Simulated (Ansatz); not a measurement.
Stackings of close-packed layers of Ni (one atom a layer), each relaxed to a stress under 0.05 GPa; h and k mark layers whose two neighbours have the same or different letters; energies count from the stacking AB (P6_3/mmc).

These are results of DFT PBEsol, scalar-relativistic, plane waves, PAW (Ansatz 0.2.0), not measurements.

Cutoff 420 eV; k points 18×18×3 on the computed 7-atom cell (Γ-centred); Gaussian smearing, width 0.10 eV; collinear spin from starting moments 0.72 0.72 0.72 0.72 0.72 0.72 0.72 μB.

Start (ABCABCB (hkkkkhk)):

```
CELL_PARAMETERS angstrom
2.44468 0.00000 0.00000
-1.22234 2.11716 0.00000
0.00000 0.00000 14.07342
ATOMIC_POSITIONS crystal
Ni 0.00000 0.00000 0.00000
Ni 0.33333 0.66667 0.14286
Ni 0.66667 0.33333 0.28571
Ni 0.00000 0.00000 0.42857
Ni 0.33333 0.66667 0.57143
Ni 0.66667 0.33333 0.71429
Ni 0.33333 0.66667 0.85714
```

Give the relaxed structure and its energy.

The free energy falls by 0 meV/atom.

* excess energy (meV/atom): -20.4
* excess energy on a denser mesh (meV/atom): -20.2
* spacing of like layers (Å): 2.003
* a (Å): 2.447
* gap on the mesh (eV): 0
* size of the moment (μB per cell): 4.33
* denser mesh: 30×30×6

Relaxed structure:
```yaml
crystal:
  lattice:
    - [2.44688, 0.00000, 0.00000]
    - [-1.22344, 2.11906, 0.00000]
    - [0.00000, 0.00000, 14.02302]
  atoms:
    - { symbol: Ni, position: [0.00000, 0.00000, 0.00015] }
    - { symbol: Ni, position: [0.33333, 0.66667, 0.14332] }
    - { symbol: Ni, position: [0.66667, 0.33333, 0.28579] }
    - { symbol: Ni, position: [0.00000, 0.00000, 0.42849] }
    - { symbol: Ni, position: [0.33333, 0.66667, 0.57096] }
    - { symbol: Ni, position: [0.66667, 0.33333, 0.71413] }
    - { symbol: Ni, position: [0.33333, 0.66667, 0.85714] }
```

Small energy differences in metals hang on the k mesh (about 10 mJ/m² or 1 to 2 meV/atom on the mesh of the relaxation).

It took 6.7 min on 2 threads of AMD EPYC (Zen 3), on a shared host, peak memory 1.1 GiB.